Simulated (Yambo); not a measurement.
One stored BSE kernel of dimension 1280 for TiCdO₃ (space group R-3, No. 148) (Yambo, PBEsol bands; 4×4×4 mesh, 5 valence and 4 conduction bands, static screening with 93 bands and a 3 Ry block, scissor 1.44 eV, Tamm-Dancoff; broadening 0.15 eV; field along x), solved in several ways.

```json
[
 {"solver": "Haydock, threshold 2 %", "iterations": "4", "largest change of Im ε (% of its maximum)": "48", "rough time": "within a factor of two"},
 {"solver": "Haydock, threshold 0.5 %", "iterations": "4", "largest change of Im ε (% of its maximum)": "48", "rough time": "within a factor of two"},
 {"solver": "Haydock, threshold 0.1 %", "iterations": "11", "largest change of Im ε (% of its maximum)": "4.8", "rough time": "within a factor of two"},
 {"solver": "Haydock, threshold 0.005 %", "iterations": "18", "largest change of Im ε (% of its maximum)": "0.4", "rough time": "1"},
 {"solver": "SLEPc, lowest 10 states", "iterations": "–", "largest change of Im ε (% of its maximum)": "no full spectrum", "rough time": "within a factor of two"},
 {"solver": "SLEPc, lowest 60 states", "iterations": "–", "largest change of Im ε (% of its maximum)": "no full spectrum", "rough time": "within a factor of two"},
 {"solver": "full diagonalisation", "iterations": "–", "largest change of Im ε (% of its maximum)": "reference", "rough time": "within a factor of two"}
]
```

Haydock gives the spectrum without eigenstates, SLEPc the lowest states alone, full diagonalisation everything at a cost that grows as the cube of the dimension. Times include reading the kernel. Times are rough ratios from shared machines. Mesh and scissor weren't tested; the rows compare only with each other.

Spin-orbit coupling is not included.

Geometry of the Materials Project entry, not relaxed at this level; primitive cell a = b = c = 5.8231 Å, α = β = γ = 53.70°.
